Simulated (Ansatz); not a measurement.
The elements of this relaxed trial crystal are hidden behind letters.

```
lattice vectors (Å)
   6.4098    0.0000    0.0000
   0.0000    6.4098    0.0000
   0.0000    0.0000    2.5145
fractional positions
X 0.5000 0.5000 0.0000
X 0.0000 0.0000 0.0000
Z 0.8814 0.6186 0.0000
Z 0.1186 0.3814 0.0000
Z 0.6186 0.1186 0.0000
Z 0.3814 0.8814 0.0000
```

The calculation used Ansatz 0.2.0, DFT PBE, scalar-relativistic, plane waves, PAW. Cutoff 420 eV, Γ-centred 6×6×14 mesh (6-atom cell), Gaussian smearing of 0.10 eV, no spin polarisation.

| Property | Result |
| --- | --- |
| Space group | P4/mbm (No. 127) |
| Conventional cell | a = 6.410 Å, c = 2.515 Å |
| Volume per atom | 17.22 Å³ |
| Density | 2.21 g/cm³ |
| Formation energy | −0.09 eV/atom |
| Gap on the 6×6×14 mesh of the 6-atom cell | 0 eV (a metal) |

Energies are uncorrected and count from the elements' standard states at the same level.

Task: X is an s-block element of period 2 and Z is a p-block element of period 3. Which elements are they?

Result: X = Li, Z = P, so the formula is LiP2. Density times volume gives a mean mass of 2.21 × 17.22/1.6605 = 22.9 u per atom, and this set has 23.0 u. Among the elements that the hints allow, noble gases aside, only these give it. Li is surrounded by 2 Li at 2.51 Å and 4 P at 2.56 Å; P is surrounded by 1 P at 2.15 Å, 2 P at 2.51 Å and 2 Li at 2.56 Å.

Symmetry constrained the relaxation, so the result can be a saddle point.
